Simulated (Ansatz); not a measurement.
The relaxed structure here is a generated cell of Ba: the first start was made by placing the elements on the sites of a structure type, and the end was not matched to a known phase here, so it may be hypothetical. Known forms of Ba include space group No. 229.

A relaxed structure of Ba. All values below come from r2SCAN (plane waves to 500 eV, PAW, scalar-relativistic; Ansatz, an electronic-structure program).

```xyz
1
Lattice="0.0000 3.2273 3.2273 3.2273 0.0000 3.2273 3.2273 3.2273 0.0000" Properties=species:S:1:pos:R:3 pbc="T T T"
Ba     0.0000     0.0000     0.0000
```

Q: Determine the symmetry and give the standard cell with its independent sites.

A: Space group Fm-3m (No. 225); a = b = c = 6.455 Å, α = β = γ = 90.00°

```tsv
atom	site	symmetry	x	y	z
Ba	4a	m-3m	0.0000	0.0000	0.0000
```

This is the fcc (Cu type).

Q: Give the shortest distances between elements (the closest pairs, up to four, under 3.6 Å).

A: .

- Volume per atom: 67.23 Å³
- Density: 3.39 g/cm³
- Band gap: no gap on the sampled points, where the bands overlap only slightly; such a result is sensitive to mesh and level

No spin polarisation in the result.

The run could not lose the symmetry of its start, so the end can be a saddle point.
